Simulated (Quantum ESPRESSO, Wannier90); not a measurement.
**CsSnBr3 (cubic perovskite): Wannier90 run**

```xyz
5
Lattice="5.8390 0.0000 0.0000 0.0000 5.8390 0.0000 0.0000 0.0000 5.8390" Properties=species:S:1:pos:R:3 pbc="T T T"
Cs     0.0000     0.0000     0.0000
Sn     2.9195     2.9195     2.9195
Br     2.9195     0.0000     2.9195
Br     0.0000     2.9195     2.9195
Br     2.9195     2.9195     0.0000
```

Cell from Materials Project (mp-27214), symmetrised, no further relaxation. Not found in the COD (Crystallography Open Database) copy used; not checked further. Method: LDA plane waves in Quantum ESPRESSO 7.5 (PseudoDojo norm-conserving files, 58 Ry, no spin polarisation, no spin-orbit coupling), Bloch states on a 6×6×6 mesh through Γ, Wannier90 4.0.1. Density: 6×6×6 mesh, Gaussian smearing 0.01 Ry. Spin-orbit coupling is left out although heavy elements are present.

Bands 7-9,14-22 form an isolated set from -15.56 to 0.00 eV relative to the valence-band maximum (on the path) and are turned into 12 Wannier functions by minimising the spread from the start: s functions at random places. Bands 10–13 (Cs 5p 74 %, Sn 5s 16 %, Br 4p 8 %) lie between the kept ones and are excluded.

### Question
Where do the functions sit, how wide are they and what are they made of?

### Answer
```
functions  spread (Å²)  nearest atom, distance (Å)  second atom, distance (Å)             weight on atomic waves
---------  -----------  --------------------------  -------------------------  ---------------------------------
3                 4.70                     Br 0.21                    Sn 2.71  Br 4p 66 %, Sn 5p 18 %, Sn 5s 9 %
3                 1.45                     Br 0.51                    Sn 2.90             Br 4p 65 %, Br 4s 29 %
6                 1.45                     Br 0.51                    Sn 2.90             Br 4p 65 %, Br 4s 29 %
```

Ω_I = 23.86 Å², Ω_total = 27.15 Å²; the interpolated bands follow pw.x to 11 meV rms on the path. It is the lowest total spread that any start reached here.
